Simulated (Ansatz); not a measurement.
Method: Ansatz, DFT r2SCAN, scalar-relativistic, plane waves, PAW.

Structure of Hf:

```
CELL_PARAMETERS angstrom
-1.76900 1.76900 1.76900
1.76900 -1.76900 1.76900
1.76900 1.76900 -1.76900
ATOMIC_POSITIONS crystal
Hf 0.00000 0.00000 0.00000
```

Cutoff 500 eV; k points 16×16×16 on the computed 1-atom cell (Γ-centred); Gaussian smearing, width 0.10 eV; no spin polarisation.

Levels along Γ–H–N–Γ–P–H | P–N, in eV from the Fermi level, sorted by energy at each point. Points in fractions of the primitive reciprocal vectors: Γ (0.000 0.000 0.000), H (0.500 -0.500 0.500), N (0.000 0.000 0.500), P (0.250 0.250 0.250).
```tsv
point	k (1/Å, with 2π)	band 12	band 13	band 14	band 15	band 16
Γ	0.000	-7.41	1.76	1.76	1.76	4.62
-	0.254	-7.02	1.67	1.67	1.96	3.91
-	0.507	-5.92	1.57	1.57	2.36	2.52
-	0.761	-4.37	0.70	1.73	1.73	3.42
-	1.015	-2.86	-0.75	2.34	2.34	4.56
-	1.268	-2.24	-1.85	3.49	3.49	5.10
-	1.522	-2.53	-2.53	5.18	5.18	6.54
H	1.776	-2.76	-2.76	7.16	7.16	7.16
-	1.955	-2.65	-2.63	5.55	5.64	7.20
-	2.135	-2.35	-2.26	3.77	3.99	7.31
-	2.314	-2.10	-1.68	2.51	2.51	7.45
-	2.494	-2.28	-0.93	1.27	2.26	7.06
-	2.673	-2.84	-0.10	0.35	2.95	6.45
-	2.852	-3.33	-0.23	0.63	3.97	5.81
N	3.032	-3.51	-0.42	0.95	4.50	5.51
-	3.211	-3.61	-0.34	0.67	4.55	5.39
-	3.390	-4.02	-0.09	0.31	4.49	5.13
-	3.570	-4.83	0.29	0.42	4.24	4.67
-	3.749	-5.79	0.77	0.90	3.45	4.02
-	3.929	-6.64	1.24	1.43	2.53	4.05
-	4.108	-7.21	1.62	1.70	1.96	4.40
Γ	4.287	-7.41	1.76	1.76	1.76	4.62
-	4.507	-7.11	1.58	1.58	2.10	4.47
-	4.727	-6.28	1.02	1.02	3.11	4.36
-	4.947	-5.06	0.28	0.28	4.56	4.56
-	5.166	-3.60	-0.34	-0.34	4.94	4.94
-	5.386	-2.11	-0.70	-0.70	5.32	5.32
-	5.606	-0.96	-0.79	-0.79	5.58	5.58
P	5.825	-0.71	-0.71	-0.71	5.68	5.68
-	6.045	-1.21	-0.58	-0.58	5.56	5.56
-	6.265	-1.54	-0.58	-0.58	5.22	5.22
-	6.485	-1.16	-0.86	-0.86	4.90	4.90
-	6.704	-1.43	-1.43	0.07	4.93	4.93
-	6.924	-2.08	-2.08	2.10	5.41	5.41
-	7.144	-2.58	-2.58	4.70	6.25	6.25
H	7.363	-2.76	-2.76	7.16	7.16	7.16
P	7.363	-0.71	-0.71	-0.71	5.68	5.68
-	7.490	-0.91	-0.80	-0.53	5.61	5.67
-	7.617	-1.41	-0.81	-0.28	5.42	5.65
-	7.744	-2.03	-0.76	0.02	5.15	5.61
-	7.871	-2.63	-0.66	0.34	4.89	5.58
-	7.998	-3.10	-0.54	0.65	4.68	5.54
-	8.124	-3.40	-0.45	0.86	4.55	5.52
N	8.251	-3.51	-0.42	0.95	4.50	5.51
```

Spin-orbit coupling is left out, which matters for the bands of heavy elements.

This bcc form isn't the element's structure at ambient conditions.

Cost: 1 run of about 0.32 core-minutes, on Arm Neoverse V2 (shared hosts).